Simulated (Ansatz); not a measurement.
Ag (simple cubic, space group No. 221) under volume change, DFT-r²SCAN in the program Ansatz with PAW potentials, scaled uniformly.

```
V (Å³/atom)  E − E(relaxed) (meV/atom)  P (GPa)
-----------  -------------------------  -------
18.202                            49.3     9.75
18.802                            20.4     5.83
19.402                               …        …
20.002                             0.0     0.00
20.602                             4.2    -2.14
21.202                               …        …
21.802                            32.9    -5.31
```

**Question.** What belongs in the gaps?

**Answer.** 
- 19.402, E − E(relaxed) (meV/atom): 4.8
- 19.402, P (GPa): 2.62
- 21.202, E − E(relaxed) (meV/atom): 15.6
- 21.202, P (GPa): -3.89

**Question.** What does a third-order Birch–Murnaghan fit give for V₀, B₀ and B′?

**Answer.** V₀ = 20.00 Å³/atom, B₀ = 79.0 GPa, B′ = 5.7.

Space group Pm-3m (simple cubic). The cell is a constructed one: a structure type filled with these elements; neither database checked (COD, Materials Project) lists it. It is not the phase usual at ambient conditions (space group No. 225). The r²SCAN relaxation kept the symmetry of its start. At this level the phase is mechanically unstable. No spin polarisation was allowed. Spin–orbit coupling is left out wherever it is not named.

Potentials: the later of the program's two PAW sets.
